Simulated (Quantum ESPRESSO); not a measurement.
Empty bands for a GW run on ZnS (zinc blende, space group F-43m, No. 216): 153 bands on a 4×4×4 mesh, LDA, PseudoDojo standard norm-conserving files, scalar-relativistic, Quantum ESPRESSO. The input, in which only the diagonalization keyword changes:

```
&CONTROL
  calculation = 'nscf'
  pseudo_dir = './pseudo'
  outdir = './out'
/
&SYSTEM
  ibrav = 0
  nat = 2
  ntyp = 2
  ecutwfc = 84.0
  ecutrho = 336.0
  occupations = 'fixed'
  force_symmorphic = .true.
  nbnd = 153
/
&ELECTRONS
  conv_thr = 2e-09
  diago_full_acc = .true.
  diago_thr_init = 1e-08
  diagonalization = 'david'
/
ATOMIC_SPECIES
S 32.0600 S.upf
Zn 65.3800 Zn.upf
CELL_PARAMETERS angstrom
  0.000000000000   2.647829162000   2.647829162000
  2.647829162000   0.000000000000   2.647829162000
  2.647829162000   2.647829162000   0.000000000000
ATOMIC_POSITIONS crystal
S   0.750000000000   0.750000000000   0.750000000000
Zn   0.000000000000   0.000000000000   0.000000000000
K_POINTS automatic
4 4 4 0 0 0
```

```
diagonalization  mean iterations per k point  rough time  largest change of an eigenvalue (eV)
---------------  ---------------------------  ----------  ------------------------------------
david                                     19           1                                     –
cg                                        42    about 4×                                 1e-06
paro                                      13    about 2×                                 4e-08
```

An iteration means different work in each solver, so the counts don't rank them. Times are rough ratios from shared machines.

Geometry relaxed with LDA.
